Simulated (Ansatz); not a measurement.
Tl:
```
Tl
1.0
    3.53677     0.00000     0.00000
   -1.76838     3.06293     0.00000
    0.00000     0.00000    11.50835
Tl
4
Direct
  0.00000   0.00000   0.00000
  0.00000   0.00000   0.50000
  0.33333   0.66667   0.25000
  0.66667   0.33333   0.75000
```

Relaxed with the program Ansatz at the PBE level (PAW). Indices refer to the conventional cell of P6_3/mmc, a = b = 3.537 Å, c = 11.508 Å, α = β = 90.00°, γ = 120.00°.

Task: Simulate the powder diffraction pattern (Cu Kα, λ = 1.54184 Å; lines above 1 %) up to 2θ = 90°.

Result: Simulated powder pattern, Cu Kα, λ = 1.54184 Å (kinematic, ideal powder, no thermal factors, no anomalous dispersion; the 30 strongest lines at most, above 1 %, up to 2θ = 90°):

| 2θ (°) | d (Å) | I/Imax (%) | hkl |
|---|---|---|---|
| 29.16 | 3.063 | 7.7 | (1 0 -1 0) |
| 30.19 | 2.960 | 42 | (1 0 -1 1) |
| 31.08 | 2.877 | 35 | (0004) |
| 33.13 | 2.704 | 100 | (1 0 -1 2) |
| 37.58 | 2.394 | 24 | (1 0 -1 3) |
| 43.14 | 2.097 | 5.5 | (1 0 -1 4) |
| 49.54 | 1.840 | 11 | (1 0 -1 5) |
| 51.69 | 1.768 | 26 | (1 1 -2 0) |
| 56.62 | 1.626 | 22 | (1 0 -1 6) |
| 60.45 | 1.531 | 1.0 | (2 0 -2 0) |
| 61.04 | 1.518 | 6.0 | (2 0 -2 1) |
| 61.56 | 1.507 | 31 | (1 1 -2 4) |
| 62.79 | 1.480 | 17 | (2 0 -2 2) |
| 64.31 | 1.449 | 5.1 | (1 0 -1 7) |
| 64.81 | 1.439 | 4.5 | (0008) |
| 65.64 | 1.422 | 4.8 | (2 0 -2 3) |
| 69.54 | 1.352 | 1.4 | (2 0 -2 4) |
| 72.61 | 1.302 | 1.2 | (1 0 -1 8) |
| 74.41 | 1.275 | 3.4 | (2 0 -2 5) |
| 80.21 | 1.197 | 8.5 | (2 0 -2 6) |
| 81.58 | 1.180 | 2.7 | (1 0 -1 9) |
| 84.02 | 1.152 | 5.1 | (2 1 -3 1) |
| 85.57 | 1.135 | 15 | (2 1 -3 2) |
| 86.94 | 1.121 | 2.4 | (2 0 -2 7) |
| 87.39 | 1.116 | 13 | (1 1 -2 8) |
| 88.15 | 1.108 | 4.7 | (2 1 -3 3) |

The workflow started from a Materials Project entry (that database holds measured and hypothetical structures alike). Its sites differ from those of the usual phase in this space group: another stacking or structure type. The cell was relaxed with PBE under the symmetry of its start; its stability against distortions is not shown here. Axis ratios of metals converge slowly with the k-mesh, so a and c are less sure than the volume. Scalar-relativistic: spin–orbit coupling is off unless named, which matters more the heavier the elements.

Potentials: the later of the program's two PAW sets.
